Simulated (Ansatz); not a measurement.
# Ca: energy along a strain

Ca, Fm-3m, a = 5.588 Å (as given, not relaxed at this level: -1.2 GPa). Ansatz: PBEsol, PAW, 420 eV, Γ-centred 14×14×14 mesh on 1 atom, Gaussian smearing 0.15 eV; no spin polarisation. Cell vectors (Å): 0.000 2.794 2.794; 2.794 0.000 2.794; 2.794 2.794 0.000. The cell is strained by x per cent times the pattern (1 0 0 0 0 0) in the order xx yy zz yz xz xy (engineering shears), with fractional coordinates held. y is the free energy over the start, V0 = 43.632 Å³/atom.

```tsv
x (%)	y (meV/atom)
-4.00	?
-3.00	-7.11
-2.00	-5.27
-1.00	-2.90
0.00	0.00
1.00	3.42
2.00	7.36
3.00	11.81
3.50	14.23
4.00	16.77
```

Problem. Fit y = c1 x + c2 x² + c3 x³ to the other rows, get the stiffness along the pattern, and predict the missing energy.

Solution. Least squares on the rows shown. y = 3.1607 x + 0.26118 x² − 0.00079626 x³. The clamped-ion stiffness p·C·p = 2 × 2.612 eV × 160.2 / 43.632 Å³ = 19.2 GPa, which is C11 in these axes (second derivative at the start, which stands under stress). At x = -4.00 the fit asked for gives -8.41 meV/atom. The run gave -8.40 meV/atom, so the fit is 0.01 meV/atom too low, a small miss on the scale of the series.